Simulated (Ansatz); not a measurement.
Here is the system:

ScAl$_{3}$:
```cif
data_Al6Sc2
_chemical_formula_sum 'Sc2 Al6'
_space_group_name_H-M_alt 'I4/mmm'
_space_group_IT_number 139
_space_group_name_Hall '-I 4 2'
_cell_length_a 3.99126
_cell_length_b 3.99126
_cell_length_c 8.73903
_cell_angle_alpha 90.000
_cell_angle_beta 90.000
_cell_angle_gamma 90.000
loop_
_atom_site_label
_atom_site_type_symbol
_atom_site_symmetry_multiplicity
_atom_site_Wyckoff_symbol
_atom_site_fract_x
_atom_site_fract_y
_atom_site_fract_z
_atom_site_occupancy
Sc1 Sc 2 a 0.00000 0.00000 0.00000 1
Al1 Al 4 d 0.00000 0.50000 0.25000 1
Al2 Al 2 b 0.00000 0.00000 0.50000 1
```
(The calculation used a cell of 4 atoms; values per cell refer to that cell.)

This is the PBEsol-relaxed structure.

Task: All from PBEsol (plane waves, PAW; program Ansatz), unless another level is named. Predict the formation energy from the elements (no fitted shifts).

Result: -0.37 eV/atom.

Task: And the density of states at the Fermi level?

Result: 0.52 states/eV per atom (mean over ±0.08 eV).

The first step of the workflow began from a Materials Project structure, measured or hypothetical; the Crystallography Open Database copy checked does not list it. Its standing as an ambient phase is unchecked. The PBEsol relaxation kept the symmetry of its start; its stability against distortions is not shown here. The run is not spin-polarised. The references are the lowest solids computed at this level, not always the standard phases.

Potentials: the later of the program's two PAW sets.
